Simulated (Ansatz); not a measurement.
AlH$_{3}$ in space group R-3c (No. 167; Al on 6b, H on 18e), r²SCAN (plane waves, PAW; program Ansatz). The conduction-band minimum lies at Γ, with 1 equivalent valley. Second derivatives d²E/dk² of the lowest band at one valley (eV·Å²), along Cartesian directions:

```
direction  d²E/dk²
---------  -------
[100]        17.82
[010]        17.82
[001]        34.26
[110]        17.82
[101]        26.05
[011]        26.05
```

**Question.** Find the principal effective masses, the density-of-states mass and the conductivity mass.

**Answer.** Off-diagonal terms follow from H_xy = H[110] − (H_xx + H_yy)/2, and m*/mₑ = 7.620 eV·Å² over each eigenvalue: 0.22, 0.43, 0.43. One valley's DOS mass (m₁m₂m₃)^(1/3) = 0.34, conductivity mass 3/(Σ 1/mᵢ) = 0.33 mₑ.

**Question.** What effective density of states Nc follows at 300 K for parabolic valleys?

**Answer.** Nc = 2.509e19 × 1 × (0.34)^(3/2) ≈ 5.0e18 cm⁻³.

**Question.** With the computed static dielectric constant 10.1 (mean of the diagonal), estimate a hydrogenic donor's binding energy and radius.

**Answer.** E = 13.606 eV × 0.33/10.1² ≈ 44 meV; a = 0.529 Å × ε/m* ≈ 16 Å. Semilocal masses tend to be too small where the gap is.

The workflow started from a Materials Project entry (that database holds measured and hypothetical structures alike); the Crystallography Open Database files this formula in space group No. 167, but the cells were not matched. Its standing as an ambient phase is unchecked. The r²SCAN relaxation kept the symmetry of its start; phonons on a q-mesh show no instability.

Potentials: the later of the program's two PAW sets.
